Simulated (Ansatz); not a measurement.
Relaxed-ion elastic tensor of ZrCu (CsCl type, Pm-3m) in GPa (Voigt order), the program Ansatz at the PBEsol level (PAW); density 7.67 g/cm³, 16.76 Å³ per atom.

```
 151   122   122   0.0   0.0   0.0
 122   151   122   0.0   0.0   0.0
 122   122   151   0.0   0.0   0.0
 0.0   0.0   0.0  45.7   0.0   0.0
 0.0   0.0   0.0   0.0  45.7   0.0
 0.0   0.0   0.0   0.0   0.0  45.7
```

Q: Is the crystal mechanically stable?

A: Yes: the smallest eigenvalue of C is 28.9 GPa.

Q: Work out the Voigt, Reuss and Hill averages.

A: K_V = 131, K_R = 131, K_H = 131; G_V = 33.2, G_R = 24.5, G_H = 28.8 GPa.

Q: Give Young's modulus, Poisson's ratio, Pugh's ratio and the universal anisotropy index.

A: E = 9KG/(3K + G) = 80.6 GPa; ν = 0.40; K/G = 4.56 (ductile by the Pugh limit of 1.75); A_U = 5G_V/G_R + K_V/K_R − 6 = 1.78.

Q: Estimate the sound speeds and the Debye temperature.

A: v_l = √((K + 4G/3)/ρ) = 4710 m/s, v_t = √(G/ρ) = 1940 m/s, mean 2190 m/s; Θ = (h/k)(3n/4πV)^(1/3) v_m = 255 K.

Q: Give the Zener ratio and Young's modulus along [100], [110] and [111].

A: A = 2C44/(C11 − C12) = 3.17; 1/E = S11 − 2(S11 − S12 − S44/2)Γ with Γ = 0, 1/4, 1/3 gives 41.8, 82.7, 123 GPa.

The first step of the workflow began from a Materials Project structure, measured or hypothetical; the Crystallography Open Database copy checked does not list it. Whether it is the stable phase at ambient conditions was not checked. The cell was relaxed with PBEsol under the symmetry of its start; its stability against distortions is not shown here. No spin polarisation was allowed. As this level gives no gap, shear constants depend on the k-mesh and smearing (Fermi–Dirac, 0.1 eV here).

Potentials: the later of the program's two PAW sets.
